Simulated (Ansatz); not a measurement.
FeS₂ in space group Pa-3 (No. 205; Fe on 4a, S on 8c), the program Ansatz at the PBEsol level (PAW). The conduction-band minimum lies at Γ, with 1 equivalent valley. Second derivatives d²E/dk² of the lowest band at one valley (eV·Å²), along Cartesian directions:

| direction | d²E/dk² |
|---|---|
| [100] | 23.60 |
| [010] | 23.60 |
| [001] | 23.60 |
| [110] | 23.60 |
| [101] | 23.60 |
| [011] | 23.60 |

Q: Find the principal effective masses, the density-of-states mass and the conductivity mass.

A: Off-diagonal terms follow from H_xy = H[110] − (H_xx + H_yy)/2, and m*/mₑ = 7.620 eV·Å² over each eigenvalue: 0.32, 0.32, 0.32. One valley's DOS mass (m₁m₂m₃)^(1/3) = 0.32, conductivity mass 3/(Σ 1/mᵢ) = 0.32 mₑ.

Q: What effective density of states Nc follows at 300 K for parabolic valleys?

A: Nc = 2.509e19 × 1 × (0.32)^(3/2) ≈ 4.5e18 cm⁻³.

Q: With the computed static dielectric constant 28.0 (mean of the diagonal), estimate a hydrogenic donor's binding energy and radius.

A: E = 13.606 eV × 0.32/28.0² ≈ 5.6 meV; a = 0.529 Å × ε/m* ≈ 46 Å. Semilocal masses tend to be too small where the gap is.

The cell was relaxed with PBEsol under the symmetry of its start; of distortions, only those at the zone centre were tested. The workflow began spin-polarised and lost its moments.

Potentials: the later of the program's two PAW sets.
